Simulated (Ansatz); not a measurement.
Al₃Pt₂ (La2O3 or Ni2Al3 type, P-3m1) at seven volumes, DFT-LDA in the program Ansatz with PAW potentials, shape and atoms relaxed at each. One row is withheld.

```json
[
 {"V (Å³/atom)": "14.138", "P (GPa)": "20.25"},
 {"V (Å³/atom)": "14.604", "P (GPa)": "?"},
 {"V (Å³/atom)": "15.070", "P (GPa)": "5.66"},
 {"V (Å³/atom)": "15.536", "P (GPa)": "0.00"},
 {"V (Å³/atom)": "16.002", "P (GPa)": "-4.79"},
 {"V (Å³/atom)": "16.468", "P (GPa)": "-8.84"},
 {"V (Å³/atom)": "16.934", "P (GPa)": "-12.25"}
]
```

Task: Fit the shown pressures and predict the withheld one.

Result: Third-order Birch–Murnaghan: P = (3/2)B₀(x^(7/2) − x^(5/2))[1 + (3/4)(B′ − 4)(x − 1)] with x = (V₀/V)^(2/3). Least squares on the six rows gives V₀ = 15.536 Å³/atom, B₀ = 173.1 GPa, B′ = 4.56. At V = 14.604, x = 1.0421 and P = 12.33 GPa. The run itself gave 12.35 GPa.

The workflow started from a Materials Project entry (that database holds measured and hypothetical structures alike); the Crystallography Open Database copy checked does not list it. Whether it is the stable phase at ambient conditions was not checked. Symmetry was held in the LDA relaxation; its stability against distortions is not shown here. The run is not spin-polarised. Scalar-relativistic: spin–orbit coupling is off unless named, which matters more the heavier the elements.

Potentials: the later of the program's two PAW sets.
